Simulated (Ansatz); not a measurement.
SiC:
```cif
data_CSi
_chemical_formula_sum 'Si1 C1'
_space_group_name_H-M_alt 'P 1'
_space_group_IT_number 1
_cell_length_a 3.08060
_cell_length_b 3.08060
_cell_length_c 3.08060
_cell_angle_alpha 60.000
_cell_angle_beta 60.000
_cell_angle_gamma 60.000
loop_
_space_group_symop_operation_xyz
  'x, y, z'
loop_
_atom_site_label
_atom_site_type_symbol
_atom_site_fract_x
_atom_site_fract_y
_atom_site_fract_z
_atom_site_occupancy
Si1 Si 0.75000 0.75000 0.75000 1
C1 C 0.00000 0.00000 0.00000 1
```

This is the r²SCAN-relaxed structure.

All from DFT-r²SCAN in the program Ansatz with PAW potentials, unless another level is named. Estimate the hole effective mass, band 1 of 3 at the edge.

0.57 along [100], 14 along [110], 1.6 along [111] (mₑ).

Next, the valence-band maximum?

at Γ.

And the conduction-band minimum?

at X (3 equivalent valleys).

Space group F-43m (zinc blende). The cell was relaxed with r²SCAN under the symmetry of its start; phonons on a q-mesh show no instability.

Potentials: the earlier of the program's two PAW sets.

Edges and masses are those of Kohn–Sham bands, whose gap is no quasiparticle gap.
